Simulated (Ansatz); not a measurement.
Cs2Pt:
```yaml
crystal:
  lattice:
    - [5.77519, 0.00000, 0.00000]
    - [-2.88759, 5.00146, 0.00000]
    - [0.00000, 0.00000, 7.89956]
  atoms:
    - { symbol: Cs, position: [0.66667, 0.33333, 0.25000] }
    - { symbol: Cs, position: [0.33333, 0.66667, 0.75000] }
    - { symbol: Cs, position: [0.00000, 0.00000, 0.00000] }
    - { symbol: Cs, position: [0.00000, 0.00000, 0.50000] }
    - { symbol: Pt, position: [0.66667, 0.33333, 0.75000] }
    - { symbol: Pt, position: [0.33333, 0.66667, 0.25000] }
```

Relaxed with r²SCAN. Special points in fractions of this cell's reciprocal vectors: Γ (0.000, 0.000, 0.000); M (0.500, 0.000, 0.000); K (0.333, 0.333, 0.000); A (0.000, 0.000, 0.500); L (0.500, 0.000, 0.500); H (0.333, 0.333, 0.500).

Q: List the band energies nearest the valence-band maximum at these points for the program Ansatz at the r²SCAN with spin–orbit coupling level (PAW).

A: In eV from the valence-band maximum; about four levels below and three above (degenerate sets whole), none deeper than 8.9 eV; points with the same levels are listed once.

| k | below | above |
|---|---|---|
| Γ | 0.00 0.00 0.00 0.00 | 1.59 1.59 1.77 1.77 |
| M | -0.17 -0.17 -0.12 -0.12 | 1.74 1.74 2.44 2.44 |
| K | -0.14 -0.14 -0.08 -0.08 | 2.20 2.20 2.43 2.43 |
| A | -0.09 -0.09 -0.09 -0.09 | 2.10 2.10 2.10 2.10 |
| L | -0.08 -0.08 -0.08 -0.08 | 1.78 1.78 1.78 1.78 |
| H | -0.11 -0.11 -0.06 -0.06 | 2.09 2.09 2.11 2.11 |

Space group P6_3/mmc. The first step of the workflow began from a Materials Project structure, measured or hypothetical; the Crystallography Open Database copy checked does not list it. Its standing as an ambient phase is unchecked. The r²SCAN relaxation kept the symmetry of its start; its stability against distortions is not shown here. The run is not spin-polarised.

Potentials: the later of the program's two PAW sets.
